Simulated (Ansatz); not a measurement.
**Sb$_{2}$AsS$_{2}$: settings compared (Ansatz)**

input.yaml:

```yaml
crystal:
  lattice:
    - [0.0, 3.967088, 0.0]
    - [5.385981, -1.983544, 0.0]
    - [-0.047256, 1.983544, -11.319719]
  atoms:
    - { symbol: Sb, position: [0.9548, 0.7341, 0.8245] }
    - { symbol: Sb, position: [0.0452, 0.2659, 0.1755] }
    - { symbol: Sb, position: [0.8119, 0.2259, 0.6021] }
    - { symbol: Sb, position: [0.1881, 0.7741, 0.3979] }
    - { symbol: As, position: [0.3942, 0.7728, 0.9844] }
    - { symbol: As, position: [0.6058, 0.2272, 0.0156] }
    - { symbol: S, position: [0.2114, 0.1852, 0.7624] }
    - { symbol: S, position: [0.7886, 0.8148, 0.2376] }
    - { symbol: S, position: [0.5937, 0.779, 0.5916] }
    - { symbol: S, position: [0.4063, 0.221, 0.4084] }
  symmetry: { tolerance: 0.0003 }
kpoints:
  mp_grid: { grid: [5, 5, 5], shift: [0, 0, 0] }
magnetization:
  spin_polarized: false
scf:
  occupations: { method: fermi_dirac }
hamiltonian:
  pseudopotentials: { kind: paw }
  xc: pbesol
total_charge: -2
basis:
  ecutwfc: 420
output:
  forces: true
  stress: true
  eigenvalues: true
```

Run with:

```bash
ansatz run input.yaml --threads 1 --pin off --max-ram 2560MiB --backend cpu --events-out ev --progress --plain --runs-dir out
```

Origin of the cell: a database entry, scaled a little.

The smearing width isn't typed, so it takes its default of 0.1 eV.

Output of this run (shortened):

```
SCF iter   1: F=—  HF=-38783.905602 eV  Δρ=4.31e-2  dr2=1.49e1
SCF iter   2: F=—  HF=-38781.847748 eV  Δρ=2.18e-2  dr2=6.14e0  defer=1
SCF iter   3: F=—  HF=-38780.833370 eV  Δρ=6.26e-3  dr2=8.29e-1
SCF iter   4: F=—  HF=-38780.715058 eV  Δρ=3.21e-3  dr2=9.40e-2
SCF iter   5: F=—  HF=-38780.701630 eV  Δρ=1.39e-3  dr2=2.73e-2
SCF iter   6: F=—  HF=-38780.698331 eV  Δρ=5.26e-4  dr2=1.80e-3
SCF iter   7: F=—  HF=-38780.698071 eV  Δρ=1.28e-4  dr2=1.14e-4
SCF iter   8: F=—  HF=-38780.698058 eV  Δρ=4.48e-5  dr2=1.02e-5
SCF iter   9: F=—  HF=-38780.698110 eV  Δρ=1.38e-5  dr2=1.30e-6
SCF iter  10: F=-38780.698110 eV  HF=-38780.698110 eV  Δρ=4.81e-6  dr2=9.03e-8
SCF 1 converged in 10 iterations: F = -38780.698110 eV  dr2 = 9.03e-8
SCF converged after 10 iterations
Free energy (F): -38780.698110 eV
Harris-Foulkes:  -38780.698110 eV  (|F-HF|=4.46e-8)
Internal energy: -38780.555500 eV  (E = F + TS)
E sigma→0 (E₀):  -38780.626805 eV
Entropy (-TS):   -0.142609 eV (-14.261 meV/atom)
Fermi energy:    9.799816 eV
--- Per-component energies (eV) ---
  E_band       = -1193.236979
  E_kinetic    = 1485.836608
  E_local      = -11387.553190  (includes V_loc(G=0)·N_el)
  E_nonlocal   = 237.305830
  E_hartree    = 5457.701741
  E_xc         = -1111.356055
  E_vxc        = -919.358799  (∫ρ·V_xc dr)
  E_paw        = -23916.842888  (= ΣΔE_a)
  E_vpaw       = -1524.857200  (= ΣTr[D̂ρ^β])
  E_aug_tail   = 0.000014  (compensation charges beyond the density's cutoff)
  E_ewald      = -9549.155643
  E_core_change = 3.508083  (= ΣΔE_core)
  E_smearing   = -0.142609  (= −TS)
  E_deformation_potential = -28.016885  (in the stress; not in F)
  Σ components = -38780.698110   (vs F -38780.698110, Δ=0.00e0)
--- Forces (eV/Å), atoms counted from 1 ---
  atom   1  Sb    -0.605994     0.000000     0.099293
[… 4 lines left out …]
  atom   6  As     0.355565     0.000000     0.224634
  atom   7  S      0.628047     0.000000    -0.039327
  atom   8  S     -0.628047     0.000000     0.039327
  atom   9  S     -0.737091     0.000000     0.459927
  atom  10  S      0.737091     0.000000    -0.459927
  max |Σ_I F_I| component: 0.00e0 eV/Å
--- Stress (GPa, compression-positive) ---
        4.265248       0.000000      -1.003805
        0.000000      -0.725247       0.000000
       -1.003807       0.000000      -1.619977
  P = ⅓ Tr σ = 0.6400 GPa (6.400 kbar)
```

The same input was run again with these changes:

1. `scf.mixing.preconditioner` default → none
2. `basis.ecutwfc` 420 → "400 eV"; `scf.occupations.method` fermi_dirac → gaussian; `scf.occupations.width` default → 0.1; `hamiltonian.dispersion` default → d3bj
3. `scf.initial_density.chi_scale` default → 0.1
4. `basis.ENCUT` default → 400; `scf.max_iter` default → 100

```
 run            end  SCF iterations  P (GPa)  max force component (eV/Å)  moment (μB)  ΔE(σ→0) (meV/atom)
base      converged              10        –                       0.869            –                   0
   1      converged              12        –                       0.869            –                0.00
   2      converged              10        –                       0.891            –                   –
   3      converged              10        –                       0.869            –                0.00
   4  input refused               0        –                           –            –                   –
```

Energies are compared only where functional, datasets, charge and starting cell are the same.

Caveats of the base run: charged cell with a uniform background, whose pressure depends on convention; no spin-orbit coupling, though heavy elements are present; the k mesh is coarse if the cell is a metal.

Run 2: the cutoff lies below the datasets' advice.

Time of the base run: 22 s on 1 thread of Intel(R) Xeon(R) 6975P-C (Granite Rapids), on a shared host, peak memory 0.81 GiB, from the program's own first density.
